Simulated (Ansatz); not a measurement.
# Cost of a DFT run on La3ZrBi5

```yaml
crystal:
  lattice:
    - [9.7613, 0.0, 0.0]
    - [-4.88065, 8.453533774, 0.0]
    - [0.0, 0.0, 6.51972]
  atoms:
    - { symbol: La, position: [0.6178875494, 0.0, 0.25] }
    - { symbol: La, position: [0.6178875494, 0.6178875494, 0.75] }
    - { symbol: La, position: [0.0, 0.6178875494, 0.25] }
    - { symbol: La, position: [0.3821124506, 0.0, 0.75] }
    - { symbol: La, position: [0.3821124506, 0.3821124506, 0.25] }
    - { symbol: La, position: [0.0, 0.3821124506, 0.75] }
    - { symbol: Zr, position: [0.0, 0.0, 0.0] }
    - { symbol: Zr, position: [0.0, 0.0, 0.5] }
    - { symbol: Bi, position: [0.2631140316, 0.0, 0.25] }
    - { symbol: Bi, position: [0.2631140316, 0.2631140316, 0.75] }
    - { symbol: Bi, position: [0.0, 0.2631140316, 0.25] }
    - { symbol: Bi, position: [0.7368859684, 0.0, 0.75] }
    - { symbol: Bi, position: [0.7368859684, 0.7368859684, 0.25] }
    - { symbol: Bi, position: [0.0, 0.7368859684, 0.75] }
    - { symbol: Bi, position: [0.3333333333, 0.6666666667, 0.0] }
    - { symbol: Bi, position: [0.6666666667, 0.3333333333, 0.5] }
    - { symbol: Bi, position: [0.6666666667, 0.3333333333, 0.0] }
    - { symbol: Bi, position: [0.3333333333, 0.6666666667, 0.5] }
kpoints:
  mp_grid: { grid: [4, 4, 5] }
scf:
  occupations: { method: fermi_dirac, width: 0.05 }
hamiltonian:
  xc: r2scan
  pseudopotentials: { kind: paw }
output:
  forces: true
  stress: true
  populations: true
  efg:
    quadrupole_moments_barn: { La: 0.206, Zr: -0.176, Bi: -0.516 }
    contact_densities: true
  write_density: true
  write_potential: true
  elf: true
  volumetric_format: npy
```

```sh
ansatz run input.yaml --threads 2 --pin off --max-ram 5120MiB --backend cpu --events-out ev --progress --plain --runs-dir out
```

It runs on 2 threads of Arm Neoverse V2 (aarch64; 32 cores open to the job, memory cap 5.0 GiB, no GPU), a shared host with a load of 0.8 a core.

Problem. Estimate the wall time and the peak memory.

Solution. About 2.2 min of wall time (4.3 min of CPU time) and 2.9 GiB. The run holds 240 valence electrons in 144 bands, about 13625 plane waves a k-point and 12 irreducible k-points, and took 9 SCF iterations. Times on a shared host vary by tens of per cent.
